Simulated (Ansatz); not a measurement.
AlBN2:
```cif
data_Al4B4N8
_chemical_formula_sum 'Al4 B4 N8'
_space_group_name_H-M_alt 'I-42d'
_space_group_IT_number 122
_space_group_name_Hall 'I -4 2bw'
_cell_length_a 4.10493
_cell_length_b 4.10493
_cell_length_c 7.68586
_cell_angle_alpha 90.000
_cell_angle_beta 90.000
_cell_angle_gamma 90.000
loop_
_atom_site_label
_atom_site_type_symbol
_atom_site_symmetry_multiplicity
_atom_site_Wyckoff_symbol
_atom_site_fract_x
_atom_site_fract_y
_atom_site_fract_z
_atom_site_occupancy
Al1 Al 4 a 0.00000 0.00000 0.00000 1
B1 B 4 b 0.00000 0.00000 0.50000 1
N1 N 8 d 0.30602 0.25000 0.12500 1
```
(The calculation used a cell of 8 atoms; values per cell refer to that cell.)

Relaxed with PBE.

Problem. Which orbitals make up the states near the band edges in the program Ansatz at the PBE level (PAW)?

Solution. Top 1 eV of the valence band: N 2p 88 %, Al 3p 6 %. Bottom 1 eV of the conduction band: Al 3p 51 %, N 2s 17 %, B 2p 16 %, N 2p 6 %, outside the projected shells 10 %. Projections are on Löwdin-orthogonalised atomic valence shells; empty p or d shells of many metals are not among them.

Problem. Tabulate the density of states.

Solution. States/eV per cell of 8 atoms, in 0.25 eV bins, energy from the valence-band maximum.

```
E (eV)  total  N 2p  Al 3p  B 2p
------  -----  ----  -----  ----
-7.85    2.70  1.63   0.22  0.26
-7.60    2.65  1.61   0.15  0.27
-7.35    1.86  1.13   0.10  0.21
-7.10    1.79  1.10   0.08  0.21
-6.85    2.11  1.31   0.09  0.26
-6.60    2.19  1.33   0.11  0.35
-6.35    2.81  1.72   0.14  0.45
-6.10    2.61  1.58   0.17  0.47
-5.85    3.08  1.87   0.23  0.61
-5.60    2.13  1.30   0.15  0.37
-5.35    1.77  1.10   0.11  0.29
-5.10    3.41  2.19   0.24  0.58
-4.85    2.36  1.55   0.17  0.43
-4.60    2.63  1.73   0.16  0.46
-4.35    3.13  2.08   0.17  0.53
-4.10    2.09  1.39   0.11  0.37
-3.85    3.16  2.13   0.19  0.50
-3.60    3.36  2.29   0.19  0.53
-3.35    3.46  2.42   0.20  0.50
-3.10    3.35  2.37   0.20  0.50
-2.85    4.17  2.99   0.26  0.56
-2.60    3.44  2.49   0.30  0.38
-2.35    3.26  2.43   0.31  0.34
-2.10    3.53  2.70   0.28  0.36
-1.85    2.97  2.34   0.21  0.26
-1.60    4.11  3.30   0.36  0.22
-1.35    4.13  3.41   0.35  0.18
-1.10    3.97  3.34   0.31  0.17
-0.85    5.01  4.32   0.34  0.20
-0.60    5.43  4.82   0.33  0.15
-0.35    2.42  2.18   0.10  0.08
-0.10    0.60  0.56   0.02  0.02
0.15     0.00  0.00   0.00  0.00
0.40     0.00  0.00   0.00  0.00
0.65     0.00  0.00   0.00  0.00
0.90     0.00  0.00   0.00  0.00
1.15     0.00  0.00   0.00  0.00
1.40     0.00  0.00   0.00  0.00
1.65     0.00  0.00   0.00  0.00
1.90     0.00  0.00   0.00  0.00
2.15     0.00  0.00   0.00  0.00
2.40     0.00  0.00   0.00  0.00
2.65     0.00  0.00   0.00  0.00
2.90     0.01  0.00   0.00  0.00
3.15     0.05  0.00   0.03  0.01
3.40     0.09  0.00   0.04  0.01
3.65     0.11  0.01   0.06  0.02
3.90     0.15  0.01   0.07  0.02
4.15     0.35  0.02   0.16  0.06
4.40     0.50  0.03   0.22  0.09
4.65     0.64  0.05   0.27  0.11
4.90     0.79  0.08   0.33  0.13
5.15     0.91  0.10   0.38  0.15
5.40     1.15  0.15   0.47  0.18
5.65     1.48  0.21   0.60  0.21
5.90     1.94  0.28   0.75  0.24
6.15     2.14  0.33   0.84  0.25
6.40     2.83  0.44   1.11  0.31
6.65     3.55  0.59   1.42  0.34
6.90     2.98  0.53   1.12  0.27
7.15     1.89  0.36   0.61  0.21
7.40     2.91  0.55   0.84  0.36
7.65     2.99  0.55   0.86  0.38
```

The start of the workflow was typed in or built on a structure type; neither database checked (COD, Materials Project) lists it. Its standing as an ambient phase is unchecked. The cell was relaxed with PBE under the symmetry of its start; its stability against distortions is not shown here. The volume moved by -17 % from the start of the relaxation.

Potentials: the later of the program's two PAW sets.
